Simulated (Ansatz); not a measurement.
Consider the following.

TiNF:
```cif
data_F4N4Ti4
_chemical_formula_sum 'Ti4 N4 F4'
_space_group_name_H-M_alt 'I41md'
_space_group_IT_number 109
_space_group_name_Hall 'I 4bw -2'
_cell_length_a 3.87055
_cell_length_b 3.87055
_cell_length_c 9.91727
_cell_angle_alpha 90.000
_cell_angle_beta 90.000
_cell_angle_gamma 90.000
loop_
_atom_site_label
_atom_site_type_symbol
_atom_site_symmetry_multiplicity
_atom_site_Wyckoff_symbol
_atom_site_fract_x
_atom_site_fract_y
_atom_site_fract_z
_atom_site_occupancy
Ti1 Ti 4 a 0.00000 0.00000 0.59836 1
N1 N 4 a 0.00000 0.00000 0.41797 1
F1 F 4 a 0.00000 0.00000 0.85867 1
```
(The calculation used a cell of 6 atoms; values per cell refer to that cell.)

This is the r²SCAN-relaxed structure.

### Question
All from r²SCAN in the plane-wave PAW code Ansatz, unless another level is named. Estimate the band gap.

### Answer
2.01 eV (indirect).

### Question
Predict the HSE06 gap on the r²SCAN cell.

### Answer
3.03 eV.

### Question
And the valence-band maximum?

### Answer
at M.

Space group I4_1md. The first step of the workflow began from a Materials Project structure, measured or hypothetical; the Crystallography Open Database copy checked does not list it. Its standing as an ambient phase is unchecked. The r²SCAN relaxation kept the symmetry of its start; whether a distortion lowers the energy is not shown. No spin polarisation was allowed.

Potentials: the later of the program's two PAW sets.
